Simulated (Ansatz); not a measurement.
SrClF:
```cif
data_Cl2F2Sr2
_chemical_formula_sum 'Sr2 Cl2 F2'
_space_group_name_H-M_alt 'P4/nmm :1'
_space_group_IT_number 129
_space_group_name_Hall 'P 4ab 2ab -1ab'
_cell_length_a 4.08520
_cell_length_b 4.08520
_cell_length_c 6.91327
_cell_angle_alpha 90.000
_cell_angle_beta 90.000
_cell_angle_gamma 90.000
loop_
_space_group_symop_operation_xyz
  'x, y, z'
  '-y+1/2, x+1/2, z'
  '-x, -y, z'
  'y+1/2, -x+1/2, z'
  'x+1/2, -y+1/2, -z'
  '-y, -x, -z'
  '-x+1/2, y+1/2, -z'
  'y, x, -z'
  '-x+1/2, -y+1/2, -z'
  'y, -x, -z'
  'x+1/2, y+1/2, -z'
  '-y, x, -z'
  '-x, y, z'
  'y+1/2, x+1/2, z'
  'x, -y, z'
  '-y+1/2, -x+1/2, z'
loop_
_atom_site_label
_atom_site_type_symbol
_atom_site_symmetry_multiplicity
_atom_site_Wyckoff_symbol
_atom_site_fract_x
_atom_site_fract_y
_atom_site_fract_z
_atom_site_occupancy
Sr1 Sr 2 c 0.50000 0.00000 0.20132 1
Cl1 Cl 2 c 0.00000 0.50000 0.35638 1
F1 F 2 a 0.00000 0.00000 0.00000 1
```

Relaxed with PBEsol. DFT-PBEsol in the program Ansatz with PAW potentials gives a gap of 5.73 eV.

**Question.** What gap does HSE06 give on the same cell (Ansatz, PAW)?

**Answer.** 7.31 eV, 1.59 eV more. The hybrid was solved on a coarser mesh and at special points; its gap is the smallest among all of these.

```
k  v1 PBEsol  c1 PBEsol  v1 HSE06  c1 HSE06
-  ---------  ---------  --------  --------
Γ       0.00       5.72      0.00      7.31
Z      -0.06       6.54       ___       ___
M      -0.37       7.86       ___       ___
A      -0.46       8.40       ___       ___
R      -0.18       7.15     -0.21      8.78
X      -0.33       7.02       ___       ___
```

**Question.** Top valence (v1) and lowest conduction level (c1) in eV from each method's valence maximum (which need not be a listed point): supply the withheld HSE06 values.

**Answer.** 
- Z, v1 HSE06: -0.05
- Z, c1 HSE06: 8.11
- M, v1 HSE06: -0.38
- M, c1 HSE06: 9.60
- A, v1 HSE06: -0.45
- A, c1 HSE06: 10.16
- X, v1 HSE06: -0.34
- X, c1 HSE06: 8.67

Cost on shared cores: the PBEsol run (SCF on a 7×7×4 mesh, then bands and DOS) about 50 core-seconds (a rough figure), the HSE06 run (SCF on 4×4×3, then a few points) very roughly 3 core-minutes; the tasks are unlike.

The first step of the workflow began from a Materials Project structure, measured or hypothetical; the Crystallography Open Database files this formula in space group No. 129, but the cells were not matched. Its standing as an ambient phase is unchecked. Symmetry was held in the PBEsol relaxation; whether a distortion lowers the energy is not shown. Spin–orbit coupling is left out wherever it is not named.

Potentials: the later of the program's two PAW sets.
